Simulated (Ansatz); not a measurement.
VSb2:
Space group I4/mcm (No. 140); a = 6.513 Å, b = 6.513 Å, c = 5.513 Å, α = 90.00°, β = 90.00°, γ = 90.00°

```json
[
 {"atom": "Sb", "site": "8h", "symmetry": "m.2m", "x": "0.3429", "y": "0.1571", "z": "0.0000"},
 {"atom": "V", "site": "4a", "symmetry": "422", "x": "0.0000", "y": "0.0000", "z": "0.2500"}
]
```
(The calculation used a cell of 6 atoms; values per cell refer to that cell.)

Relaxed with PBEsol.

### Question
Which orbitals make up the states near the Fermi level in DFT-PBEsol in the program Ansatz with PAW potentials?

### Answer
Within 0.5 eV of the Fermi level: V 3d 71 %, Sb 5p 19 %. Projections are on Löwdin-orthogonalised atomic valence shells; empty p or d shells of many metals are not among them.

### Question
Tabulate the density of states.

### Answer
States/eV per cell of 6 atoms, in 0.25 eV bins, energy from the Fermi level.

```tsv
E (eV)	total	Sb 5p	V 3d	Sb 5s
-7.85	0.17	0.01	0.01	0.15
-7.60	0.00	0.00	0.00	0.00
-7.35	0.00	0.00	0.00	0.00
-7.10	0.00	0.00	0.00	0.00
-6.85	0.00	0.00	0.00	0.00
-6.60	0.14	0.11	0.01	0.00
-6.35	0.40	0.31	0.02	0.01
-6.10	2.07	1.69	0.17	0.08
-5.85	2.51	1.94	0.21	0.16
-5.60	2.24	1.72	0.21	0.16
-5.35	2.60	2.00	0.22	0.20
-5.10	2.82	2.16	0.23	0.24
-4.85	2.85	2.10	0.29	0.29
-4.60	2.79	1.99	0.32	0.31
-4.35	2.52	1.73	0.33	0.30
-4.10	2.52	1.71	0.38	0.28
-3.85	2.81	1.87	0.54	0.24
-3.60	3.73	2.43	0.86	0.24
-3.35	3.50	2.31	0.84	0.17
-3.10	4.41	2.83	1.24	0.17
-2.85	4.72	3.01	1.36	0.17
-2.60	3.51	2.18	1.07	0.13
-2.35	4.11	2.32	1.50	0.14
-2.10	4.61	2.45	1.84	0.13
-1.85	4.28	2.04	1.95	0.11
-1.60	5.78	2.06	3.39	0.11
-1.35	6.11	1.80	4.03	0.09
-1.10	4.37	1.40	2.76	0.07
-0.85	2.92	0.98	1.80	0.04
-0.60	1.67	0.52	1.08	0.02
-0.35	3.12	0.70	2.20	0.04
-0.10	5.50	1.09	3.84	0.17
0.15	4.43	0.78	3.19	0.18
0.40	5.77	0.98	4.14	0.37
0.65	7.19	0.89	5.60	0.41
0.90	7.14	0.72	5.81	0.35
1.15	6.44	1.23	4.29	0.60
1.40	6.34	1.55	3.87	0.57
1.65	4.43	1.46	2.34	0.35
1.90	4.61	1.74	2.19	0.34
2.15	4.47	1.92	1.88	0.25
2.40	3.93	1.85	1.42	0.18
2.65	5.05	2.53	1.79	0.16
2.90	4.63	2.61	1.31	0.13
3.15	4.19	2.41	1.16	0.09
3.40	5.34	3.42	1.28	0.07
3.65	4.64	3.07	1.03	0.04
3.90	3.44	2.30	0.68	0.03
```

The workflow started from an entry of the Crystallography Open Database (COD, 293 K). Its standing as an ambient phase is unchecked. The cell was relaxed with PBEsol under the symmetry of its start; whether a distortion lowers the energy is not shown. The workflow began spin-polarised and lost its moments. Spin–orbit coupling is left out wherever it is not named.

Potentials: the later of the program's two PAW sets.
